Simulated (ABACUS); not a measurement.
Input and output of a self-consistent single point for CoSi₂ (C2/m, 3 atoms in the cell; from Materials Project mp-2379, changed as shown) (ABACUS).

Computed with PBEsol, PseudoDojo 0.4 standard norm-conserving PBEsol (tails mended) pseudopotentials (plane waves; ABACUS 3.10.1).

The change in words: lattice vector b scaled by 1.01. Reference geometry (Fm-3m):
```yaml
crystal:
  lattice:
    - [0.00000, 2.65642, 2.65642]
    - [2.65642, 0.00000, 2.65642]
    - [2.65642, 2.65642, 0.00000]
  atoms:
    - { symbol: Co, position: [0.00000, 0.00000, 0.00000] }
    - { symbol: Si, position: [0.75000, 0.75000, 0.75000] }
    - { symbol: Si, position: [0.25000, 0.25000, 0.25000] }
```

Reference input (self-consistent single point, DFT, PBEsol, plane waves, PseudoDojo 0.4 standard norm-conserving PBEsol (tails mended) pseudopotentials): KPT = Gamma 8 8 8 0 0 0; basis_type = pw; dft_functional = PBESOL; ecutwfc = 96 Ry; smearing_method = mv; smearing_sigma = 0.00734986 Ry; potentials = PseudoDojo 0.4 standard norm-conserving PBEsol (tails mended); symmetry = 1; symmetry_prec = 1e-05; ks_solver = dav_subspace; scf_nmax = 100; scf_thr = 1.0e-09 Ry. This run's input differs from it in these lines:

```diff
@@ -29,3 +29,3 @@
    0.0000000000    5.0199062720    5.0199062720
-   5.0199062720    0.0000000000    5.0199062720
+   5.0701049568    0.0000000000    5.0701049568
    5.0199062720    5.0199062720    0.0000000000
@@ -43,4 +43,4 @@
 2
-   7.5298594080    7.5298594080    7.5298594080 1 1 1
-   2.5099531360    2.5099531360    2.5099531360 1 1 1
+   7.5675084215    7.5298594080    7.5675084215 1 1 1
+   2.5225028072    2.5099531360    2.5225028072 1 1 1
 # file: KPT
```

The program printed (abridged):

```
 SELF-CONSISTENT
 -------------------------------------------
                                 init_chg = atomic

 PW ALGORITHM --------------- ION=   1  ELEC=   1--------------------------------

 Density error is 0.560653762836
                          Error Threshold = 0.01
 E_KohnSham     -322.3699183276      -4386.0677530504
 E_Fermi        0.9201965001         12.5199156812

 PW ALGORITHM --------------- ION=   1  ELEC=   2--------------------------------

 Density error is 10.0979551845
                          Error Threshold = 0.00224261505135
 E_KohnSham     -321.6233356506      -4375.9099746151
   [... lines left out ...]

 Density error is 1.45501447048e-08
                          Error Threshold = 5.58683570675e-10
 E_KohnSham     -322.7107036254      -4390.7043748945
 E_Fermi        0.9649539960         13.1288726532

 PW ALGORITHM --------------- ION=   1  ELEC=   8--------------------------------

 Density error is 2.37873695683e-10
                          Error Threshold = 5.82005788193e-11
 E_KohnSham     -322.7107036268      -4390.7043749139
 E_KS(sigma->0) -322.7107226843      -4390.7046342041
 E_entropy(-TS) 0.0000381149         0.0005185804
 E_Fermi        0.9649634937         13.1290018769
 charge density convergence is achieved
 final etot is -4390.7043749 eV
 EFERMI = 13.129001877 eV

 STATE ENERGY(eV) AND OCCUPATIONS    NSPIN == 1
   [... 20 lines left out ...]

 TOTAL-FORCE (eV/Angstrom)
                       Co1         0.0000000000         0.0000000000         0.0000000000
                       Si1        -0.0465836415         0.0921608486        -0.0465836415
                       Si2         0.0465836415        -0.0921608486         0.0465836415

 TOTAL-STRESS (KBAR)
       -22.2612324954         7.3152935948       -15.0686404287
         7.3152935948       -16.9508203118         7.3152935948
       -15.0686404287         7.3152935948       -22.2612324954
 TOTAL-PRESSURE: -20.491095 KBAR

 --------------------------------------------
 !FINAL_ETOT_IS -4390.7043749139284046 eV
 --------------------------------------------
```

The run converged in 8 iterations. Against the reference run the free energy rises by 1.8 meV/atom, the pressure goes from -0.19 to -2.05 GPa and the largest force goes from 0.000 to 0.113 eV/Å.

The run has no spin polarisation, so moments on Co cannot form. The structure comes from a collection of computed structures, made at another level of theory; the collection holds predicted forms beside known ones. No clean gap shows at this smearing width and mesh (spacing up to 0.26 Å⁻¹); the mesh is coarse for partly filled bands, so the values carry mesh errors.

Cost on one core: around 2.3 core-minutes (rough).

“Tails mended”: in these copies of the files the far tail of each local potential was reset to the Coulomb form.
